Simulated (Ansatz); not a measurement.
Computed scan of one atom of the cell: Co (hcp, Mg type)

Relaxed Co (hcp, Mg type):

```xyz
2
Lattice="2.4573 0.0000 0.0000 -1.2286 2.1281 0.0000 0.0000 0.0000 3.9686" Properties=species:S:1:pos:R:3 pbc="T T T"
Co     0.0000     1.4187     2.9765
Co     1.2286     0.7094     0.9922
```

Scan: atom 2 (Co, nearest neighbour Co at 2.439 Å; its periodic images, 2.5 Å or more away, move with it) is displaced along Cartesian [110], direction (0.707, 0.707, 0.000) in Cartesian axes, by s. The other atoms stay.

Calculation: PBEsol (plane waves to 420 eV, PAW, scalar-relativistic; Ansatz, a quantum-chemistry and plane-wave program). k mesh 17×17×10 (Γ-centred), Fermi-Dirac smearing 0.05 eV. Energies are smeared free energies. Stress and pressure are positive under compression. With partly filled bands, energies and forces of such displacements shift with the k mesh and the smearing. F∥ is the force on the atom along that direction. Co was relaxed with its symmetry unable to fall. Relaxed Co ends ferromagnetic. The magnetic order is the one the run started from; other orders were not tried. ΔE is measured from the undisplaced structure.

| s (Å) | ΔE (eV/cell) | P (GPa) | moment (μB/cell) | F∥ (eV/Å) |
|---|---|---|---|---|
| -0.240 | 0.076 | 1.9 | 3.21 | 0.598 |
| -0.192 | 0.049 | 1.2 | 3.19 | 0.496 |
| -0.144 | 0.028 | 0.7 | 3.18 | 0.385 |
| -0.096 | 0.013 | 0.3 | 3.17 | 0.264 |
| -0.048 | 0.003 | 0.1 | 3.16 | 0.133 |
| 0.000 | 0.000 | 0.0 | 3.16 | 0.000 |
| 0.048 | 0.003 | 0.1 | 3.16 | -0.136 |
| 0.096 | 0.013 | 0.3 | 3.16 | -0.277 |
| 0.144 | 0.030 | 0.8 | 3.17 | -0.422 |
| 0.192 | 0.054 | 1.3 | 3.19 | -0.566 |
| 0.240 | 0.084 | 2.1 | 3.20 | -0.716 |

Key numbers:

```
Property                                                                                                                                           Result
--------------------------------------------------------  -----------------------------------------------------------------------------------------------
Energy at s = 0.240 Å                                                                                                                         84 meV/cell
Force along the line at s = -0.240 Å                                                                                                           0.598 eV/Å
Symmetry of the curve                                                                                 not even: the positive side lies higher at ±0.240 Å
Shape of the curve                                                                         a single well with its minimum at or next to zero displacement
Force constant k = d²E/ds² at s = 0 (finite differences)                                                                                       2.79 eV/Å²
Harmonic estimate at the end of the scan                  ½ks² = 80 meV/cell against the computed 84 meV/cell, so the well is stiffer than harmonic there
Zone-centre optical wavenumber from k                                                                                                            160 cm⁻¹
```

(A displaced cell: forces are minus the slopes of the energy, force constants its curvatures, and phonons follow from these.)
